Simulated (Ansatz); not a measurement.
## Property card for BW

BW:
```cif
data_BW
_chemical_formula_sum 'B1 W1'
_space_group_name_H-M_alt 'P 1'
_space_group_IT_number 1
_cell_length_a 3.13677
_cell_length_b 3.13677
_cell_length_c 3.13677
_cell_angle_alpha 60.000
_cell_angle_beta 60.000
_cell_angle_gamma 60.000
loop_
_space_group_symop_operation_xyz
  'x, y, z'
loop_
_atom_site_label
_atom_site_type_symbol
_atom_site_fract_x
_atom_site_fract_y
_atom_site_fract_z
_atom_site_occupancy
B1 B 0.00000 0.00000 0.00000 1
W1 W 0.50000 0.50000 0.50000 1
```

Space group Fm-3m (No. 225), rock salt; conventional cell a = b = c = 4.436 Å, α = β = γ = 90.00°.

Method: plane-wave PAW PBEsol (Ansatz code). Structure relaxed to zero pressure with the same functional. Other levels are named where they apply.

Cell and energy:

```json
{
 "volume_per_atom": "10.91 Å³",
 "density": "14.81 g/cm³",
 "Formation energy from the elements (no fitted shifts)": "-0.17 eV/atom"
}
```

Electronic structure:

```json
{
 "electronic_character": "metallic (no gap)",
 "Density of states at the Fermi level": "0.51 states/eV per atom (mean over ±0.08 eV)",
 "Gap with spin–orbit coupling": "none (metallic)"
}
```

Mechanics:

```json
{
  "Bulk modulus (Birch–Murnaghan fit)": "321 GPa",
  "Pressure derivative B′": "4.1",
  "Elastic constants (relaxed ions, GPa)": "C11 = 710, C12 = 127, C44 = 134",
  "mechanical_stability": "stable (all eigenvalues of C positive)",
  "hill_bulk_and_shear_moduli": "321 and 184 GPa",
  "Young's modulus": "464 GPa",
  "Poisson's ratio": "0.26",
  "debye_temperature_from_the_elastic_constants": "526 K"
}
```

Phonons:

```json
{
  "highest_zone_centre_frequency": "596 cm⁻¹",
  "zone_centre_stability": "no imaginary mode at Γ"
}
```

The start of the workflow was typed in or built on a structure type; neither database checked (COD, Materials Project) lists it. COD files the formula under space group No. 141. Whether it is the stable phase at ambient conditions was not checked. Symmetry was held in the PBEsol relaxation. The run is not spin-polarised. The volume moved by -19 % from the start of the relaxation. As this level gives no gap, shear constants depend on the k-mesh and smearing (Fermi–Dirac, 0.1 eV here). As this level gives no gap, phonon frequencies hold no LO–TO term and depend on the k-mesh and smearing (Fermi–Dirac, 0.1 eV here). The references are the lowest solids computed at this level, not always the standard phases. Spin–orbit coupling is left out wherever it is not named.

Potentials: the earlier of the program's two PAW sets. The files were generated under PBE; for other functionals the program regenerates the frozen cores, and for LDA and PBEsol the local potential too.
